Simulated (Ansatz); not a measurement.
A vibration from a frozen displacement in BaLiF3

Theory: Ansatz, DFT LDA, scalar-relativistic, plane waves, PAW. The runs took a 420 eV cutoff, a Γ-centred 6×6×6 mesh and Gaussian smearing (0.05 eV). Spin–orbit coupling is left out, which matters for the heavy elements here. No spin polarisation. Energies are free energies at this smearing, counted from the undisturbed cell; pressure is positive in compression.

Reference structure (as given, not relaxed at this level; it stands at -6.0 GPa, and it needn't be the usual structure):

```
Ba Li F
1.0
     3.98858    0.00000    0.00000
     0.00000    3.98858    0.00000
     0.00000    0.00000    3.98858
Ba Li F
1 1 3
Direct
  0.00000 0.00000 0.00000
  0.50000 0.50000 0.50000
  0.00000 0.50000 0.50000
  0.50000 0.50000 0.00000
  0.50000 0.00000 0.50000
```

Every Li atom is moved by x along the Cartesian unit vector (0.707, 0.707, 0.000); the cell and all other atoms stay fixed. The cell's volume is 63.45 Å³; the moved atoms weigh 6.940 u together and the others 194.322 u. Some rows repeat others by symmetry and weren't run.

```
  x (Å)  ΔE (meV/cell) total force on the moved atoms along the move (eV/Å) pressure (GPa)
-0.3000         142.79                                                1.0225         -4.9002
-0.2625         107.40                                                0.8668         -5.1575
-0.2250          77.66                                                0.7214         -5.3786
-0.1500          33.64                                                0.4581         -5.7146
-0.0750           8.27                                                0.2219         -5.9134
 0.0000           0.00                                                0.0000         -5.9793
 0.0750           8.27                                               -0.2219         -5.9134
 0.1500          33.64                                               -0.4581         -5.7146
 0.2250          77.66                                               -0.7214         -5.3786
 0.2625         107.40                                               -0.8668         -5.1575
 0.3000         142.79                                               -1.0225         -4.9002
```

Problem. What frequency belongs to this motion?

Solution. The force constant is k = −dF/dx = 2.959 eV/Å², from the parabola through x = -0.0750, 0 and 0.0750. In every cell the moved atoms swing against the rest, so the mass is μ = m₁m₂/(m₁ + m₂) = 6.701 u, and ν̃ = 521.5 cm⁻¹ × √(|k|/μ) = 347 cm⁻¹, at this cell's pressure of -6.0 GPa. The pattern needn't be a normal mode: ν̃² is then a weighted mean of the squared nonzero frequencies at the zone centre of this cell, taken without macroscopic field, so it lies between the lowest and the highest of them.

Problem. How far does the harmonic law reach?

Solution. At x = -0.300 Å, kx²/2 = 133.13 meV against the computed 142.79 meV (+7.3 %): the well is still close to harmonic there.

Problem. The pressure changes with x². What does that say about the frequency under compression?

Solution. With E = k(V)x²/2, k ∝ V^(−2γ) and x scaling with the cell as V^(1/3), P − P0 = −∂E/∂V = (2γ − 2/3) ΔE/V. At x = 0.1500 Å, V(P − P0) = 63.45 × 0.26468 / 160.2 eV = 104.83 meV and ΔE = 33.64 meV, so γ = 1/3 + V(P − P0)/(2ΔE) = 1.89. This is the Grüneisen parameter of the motion under uniform scaling of the cell: shrinking the cell evenly by 1 % in volume raises the frequency by about 1.89 %.

Many cubic perovskites lower their energy by tilts or polar distortions; a scan of this one displacement doesn't rule them out.